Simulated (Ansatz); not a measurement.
Ta$_{3}$Ru:
```xyz
4
Lattice="0.0000 3.1962 3.1962 3.1962 0.0000 3.1962 3.1962 3.1962 0.0000" Properties=species:S:1:pos:R:3 pbc="T T T"
Ta     1.5981     1.5981     1.5981
Ta     4.7943     4.7943     4.7943
Ta     3.1962     3.1962     3.1962
Ru     0.0000     0.0000     0.0000
```

Relaxed with PBEsol. Special points in fractions of this cell's reciprocal vectors: Γ (0.000, 0.000, 0.000); X (0.500, 0.000, 0.500); U (0.625, 0.250, 0.625); K (0.375, 0.375, 0.750); L (0.500, 0.500, 0.500); W (0.500, 0.250, 0.750).

Problem. List the band energies nearest the Fermi level at these points for PBEsol with spin–orbit coupling (plane waves, PAW; program Ansatz).

Solution. In eV from the Fermi level; about four levels below and three above (degenerate sets whole), none deeper than 8.9 eV; points with the same levels are listed once.

```csv
k,below,above
Γ,-0.17 -0.17 -0.17 -0.17 -0.06 -0.06,1.04 1.04 1.04 1.04
X,-0.35 -0.35 -0.07 -0.07,0.45 0.45 0.69 0.69
U,-0.52 -0.52 -0.24 -0.24,0.80 0.80 1.02 1.02
L,-1.52 -1.52 -1.41 -1.41,1.69 1.69 1.79 1.79
W,-0.92 -0.92 -0.72 -0.72,0.51 0.51 1.48 1.48
```

Space group Fm-3m. The first step of the workflow began from a Materials Project structure, measured or hypothetical; the Crystallography Open Database copy checked does not list it. With Ta and Ru taken as one species the cell has the higher symmetry Im-3m, so it may be an ordered model of a mixed-site phase. Whether it is the stable phase at ambient conditions was not checked. The cell was relaxed with PBEsol under the symmetry of its start; whether a distortion lowers the energy is not shown. The run is not spin-polarised.

Potentials: the later of the program's two PAW sets.
